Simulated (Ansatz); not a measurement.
Relaxation of a generated trial cell of Sr in the AFLOW prototype A_oC8_64_f (A11, as in Ga); 4 atoms in the cell, which starts as Cmce (No. 64), oS8; a = 6.4258 Å, b = 10.8840 Å, c = 6.4272 Å, α = 90.00°, β = 90.00°, γ = 90.00°. All values below come from r2SCAN (plane waves to 500 eV, PAW, scalar-relativistic; Ansatz, an electronic-structure program). Γ-centred k-mesh 6×6×5 on the run's cell (coarser than for final values), Fermi–Dirac smearing 0.05 eV. This is the first round of the run. 

The optimiser's lines from the output (shortened; P is positive under compression):

```
relax step   1: F+E_penalty+E_count = -14218.01608060 eV  Δ(F+E_penalty+E_count) = +0.000e0 eV  max|allowed force component| = 9.806e-2 eV/Å  Δτ_max = 0.0000 Å  P = +2.001 GPa  Ω = 224.756 Å³  (9 SCF iters, dr2 threshold 1.00e-7 eV, accepted)
relax step   2: F+E_penalty+E_count = -14218.26709699 eV  Δ(F+E_penalty+E_count) = -2.510e-1 eV  max|allowed force component| = 1.431e-1 eV/Å  Δτ_max = 0.0423 Å  P = +1.267 GPa  Ω = 240.812 Å³  (7 SCF iters, dr2 threshold 4.00e-7 eV, accepted)
relax step   3: F+E_penalty+E_count = -14218.52597346 eV  Δ(F+E_penalty+E_count) = -2.589e-1 eV  max|allowed force component| = 1.926e-1 eV/Å  Δτ_max = 0.0904 Å  P = +0.761 GPa  Ω = 253.166 Å³  (7 SCF iters, dr2 threshold 4.00e-7 eV, accepted)
relax step   4: F+E_penalty+E_count = -14218.80778944 eV  Δ(F+E_penalty+E_count) = -2.818e-1 eV  max|allowed force component| = 2.065e-1 eV/Å  Δτ_max = 0.1053 Å  P = +0.305 GPa  Ω = 261.519 Å³  (7 SCF iters, dr2 threshold 4.00e-7 eV, accepted)
relax step   5: F+E_penalty+E_count = -14219.10273002 eV  Δ(F+E_penalty+E_count) = -2.949e-1 eV  max|allowed force component| = 1.803e-1 eV/Å  Δτ_max = 0.1109 Å  P = -0.082 GPa  Ω = 266.164 Å³  (8 SCF iters, dr2 threshold 4.00e-7 eV, accepted)
relax step   6: F+E_penalty+E_count = -14219.41583708 eV  Δ(F+E_penalty+E_count) = -3.131e-1 eV  max|allowed force component| = 1.242e-1 eV/Å  Δτ_max = 0.1065 Å  P = -0.332 GPa  Ω = 261.412 Å³  (8 SCF iters, dr2 threshold 4.00e-7 eV, accepted)
relax step   7: F+E_penalty+E_count = -14219.64698607 eV  Δ(F+E_penalty+E_count) = -2.311e-1 eV  max|allowed force component| = 1.217e-1 eV/Å  Δτ_max = 0.0795 Å  P = -0.197 GPa  Ω = 249.736 Å³  (10 SCF iters, dr2 threshold 4.00e-7 eV, accepted)
relax step   8: F+E_penalty+E_count = -14219.65003351 eV  Δ(F+E_penalty+E_count) = -3.047e-3 eV  max|allowed force component| = 4.100e-1 eV/Å  Δτ_max = 0.1608 Å  P = -0.249 GPa  Ω = 231.836 Å³  (8 SCF iters, dr2 threshold 4.00e-7 eV, accepted)
relax step   9: F+E_penalty+E_count = -14219.79657789 eV  Δ(F+E_penalty+E_count) = -1.465e-1 eV  max|allowed force component| = 1.232e-2 eV/Å  Δτ_max = 0.0810 Å  P = +0.123 GPa  Ω = 228.588 Å³  (8 SCF iters, dr2 threshold 4.00e-7 eV, accepted)
relax step  10: F+E_penalty+E_count = -14219.87845044 eV  Δ(F+E_penalty+E_count) = -8.187e-2 eV  max|allowed force component| = 1.519e-1 eV/Å  Δτ_max = 0.0131 Å  P = +0.344 GPa  Ω = 225.240 Å³  (7 SCF iters, dr2 threshold 4.00e-7 eV, accepted)
relax step  11: F+E_penalty+E_count = -14219.95670693 eV  Δ(F+E_penalty+E_count) = -7.826e-2 eV  max|allowed force component| = 2.209e-1 eV/Å  Δτ_max = 0.0085 Å  P = +0.407 GPa  Ω = 224.653 Å³  (7 SCF iters, dr2 threshold 4.00e-7 eV, accepted)
relax step  12: F+E_penalty+E_count = -14220.02421709 eV  Δ(F+E_penalty+E_count) = -6.751e-2 eV  max|allowed force component| = 5.174e-2 eV/Å  Δτ_max = 0.0564 Å  P = +0.251 GPa  Ω = 223.900 Å³  (8 SCF iters, dr2 threshold 4.00e-7 eV, accepted)
relax step  13: F+E_penalty+E_count = -14220.03239174 eV  Δ(F+E_penalty+E_count) = -8.175e-3 eV  max|allowed force component| = 1.166e-2 eV/Å  Δτ_max = 0.0227 Å  P = +0.078 GPa  Ω = 226.907 Å³  (6 SCF iters, dr2 threshold 4.00e-7 eV, accepted)
relax step  14: F+E_penalty+E_count = -14220.03294992 eV  Δ(F+E_penalty+E_count) = -5.582e-4 eV  max|allowed force component| = 1.972e-3 eV/Å  Δτ_max = 0.0152 Å  P = +0.014 GPa  Ω = 228.150 Å³  (7 SCF iters, dr2 threshold 2.36e-8 eV, accepted)
relax step  15: F+E_penalty+E_count = -14220.03297316 eV  Δ(F+E_penalty+E_count) = -2.325e-5 eV  max|allowed force component| = 7.086e-4 eV/Å  Δτ_max = 0.0022 Å  P = +0.002 GPa  Ω = 228.464 Å³  (6 SCF iters, dr2 threshold 1.37e-9 eV, accepted)
relax step  16: F+E_penalty+E_count = -14220.03731065 eV  Δ(F+E_penalty+E_count) = -4.337e-3 eV  max|allowed force component| = 2.027e-3 eV/Å  Δτ_max = 0.0000 Å  P = +0.023 GPa  Ω = 228.464 Å³  stress off target by 6.08e-2 GPa  SCF on the basis re-selected at this cell (its energy is not comparable with the rows above)  (8 SCF iters)
relax step  17: F+E_penalty+E_count = -14220.03739493 eV  Δ(F+E_penalty+E_count) = -8.428e-5 eV  max|allowed force component| = 1.648e-4 eV/Å  Δτ_max = 0.0011 Å  P = +0.001 GPa  Ω = 229.081 Å³  (6 SCF iters, dr2 threshold 9.25e-9 eV, accepted)
relax step  18: F+E_penalty+E_count = -14220.03741269 eV  Δ(F+E_penalty+E_count) = -1.776e-5 eV  max|allowed force component| = 1.612e-4 eV/Å  Δτ_max = 0.0000 Å  P = +0.002 GPa  Ω = 229.081 Å³  stress off target by 2.26e-3 GPa  SCF on the basis re-selected at this cell (its energy is not comparable with the rows above)  (6 SCF iters)
```

From the first to the last row the energy changes by -0.51 eV/atom and the volume by +1.9 %. The last row is marked as not comparable with the walk above it, whose basis was carried along; it does compare with step 1, since both stand on a basis selected at the nominal cutoff for their own cell.

Later rounds, restarted from the end of this one on a renewed k-mesh, logged 6 more steps and released under 0.01 eV/atom more. The final structure after all rounds: Fmmm (No. 69), oF8; a = 4.3674 Å, b = 7.0208 Å, c = 14.8793 Å, α = β = γ = 90.00°. Between re-selections the logged energies stand on a plane-wave basis carried along with the cell. No spin polarisation in the result.

The run could not lose the symmetry of its start, so the end can be a saddle point.

The relaxed structure here is a generated cell of Sr: the first start was made by placing the elements on the sites of a structure type, and the end was not matched to a known phase here, so it may be hypothetical. Known forms of Sr include space group No. 225.
